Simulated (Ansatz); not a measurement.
C in space group I4_1/amd (No. 141; C on 8e) is relaxed with PBEsol (plane waves, PAW; program Ansatz). What lattice parameters of the conventional cell result?

a = 2.524 Å, c = 8.626 Å.

Give the free coordinates with the occupied sites.

In one choice of origin and axes:

| atom | site | symmetry | x | y | z |
|---|---|---|---|---|---|
| C | 8e | 2mm. | 0.0000 | 0.0000 | 0.4139 |

Is it a metal or does it have a gap at this level?

No gap at this level.

The start of the workflow was typed in or built on a structure type; the Crystallography Open Database files this formula in space group No. 141, but the cells were not matched. It is not the phase usual at ambient conditions (space group No. 194, 227). Symmetry was held in the PBEsol relaxation; of distortions, only those at the zone centre were tested.

Potentials: the later of the program's two PAW sets.
